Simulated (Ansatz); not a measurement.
Relaxed candidate structures of Zn:

**A**
```
CELL_PARAMETERS angstrom
      4.88494     0.00000     0.00000
      0.00000     4.88494     0.00000
      0.00000     0.00000     4.88494
ATOMIC_POSITIONS crystal
  Zn 0.14812 0.14812 0.14812
  Zn 0.64812 0.35188 0.85188
  Zn 0.85188 0.64812 0.35188
  Zn 0.35188 0.85188 0.64812
  Zn 0.85188 0.85188 0.85188
  Zn 0.35188 0.64812 0.14812
  Zn 0.14812 0.35188 0.64812
  Zn 0.64812 0.14812 0.35188
```

**B**
```cif
data_Zn4
_chemical_formula_sum 'Zn4'
_space_group_name_H-M_alt 'P 1'
_space_group_IT_number 1
_cell_length_a 2.76734
_cell_length_b 2.76734
_cell_length_c 8.57085
_cell_angle_alpha 90.000
_cell_angle_beta 90.000
_cell_angle_gamma 120.000
loop_
_space_group_symop_operation_xyz
  'x, y, z'
loop_
_atom_site_label
_atom_site_type_symbol
_atom_site_fract_x
_atom_site_fract_y
_atom_site_fract_z
_atom_site_occupancy
Zn1 Zn 0.00000 0.00000 0.00000 1
Zn2 Zn 0.00000 0.00000 0.50000 1
Zn3 Zn 0.33333 0.66667 0.25000 1
Zn4 Zn 0.66667 0.33333 0.75000 1
```

**C**
```
Zn
1.0
   -1.53281     1.53281     1.53281
    1.53281    -1.53281     1.53281
    1.53281     1.53281    -1.53281
Zn
1
Direct
  0.00000   0.00000   0.00000
```

**D**
```
Zn
1.0
    0.00000     2.84408     2.84408
    2.84408     0.00000     2.84408
    2.84408     2.84408     0.00000
Zn
2
Direct
  0.50000   0.50000   0.50000
  0.75000   0.75000   0.75000
```

**E**
```xyz
2
Lattice="-2.5816 2.5816 1.2336 2.5816 -2.5816 1.2336 2.5816 2.5816 -1.2336" Properties=species:S:1:pos:R:3 pbc="T T T"
Zn     0.0000     2.5816     0.6168
Zn     0.0000     0.0000     0.0000
```

**F**
```
CELL_PARAMETERS angstrom
      2.58068     0.00000     0.00000
     -1.29034     2.23494     0.00000
      0.00000     0.00000     5.10525
ATOMIC_POSITIONS crystal
  Zn 0.33333 0.66667 0.75000
  Zn 0.66667 0.33333 0.25000
```

Q: Order them by energy per atom (lowest first) at the level r2SCAN (plane waves to 500 eV, PAW, scalar-relativistic; Ansatz, a program for electronic structure).

A: F (reference, the lowest among the structures calculated here), B (+0.03 eV/atom), A (+0.05 eV/atom), C (+0.10 eV/atom), E (+0.24 eV/atom), D (+0.56 eV/atom)

Each run could gain symmetry but not lose that of its start, so entries can be saddle points. From databases, or of a type measured for this composition: P6₃/mmc, hP2, hcp (Mg type); the others are generated cells (placed on structure types, drawn at random, substituted or restacked) that were not matched to a known phase here. Energies are at zero temperature and pressure, without zero-point motion. No spin polarisation in the result.
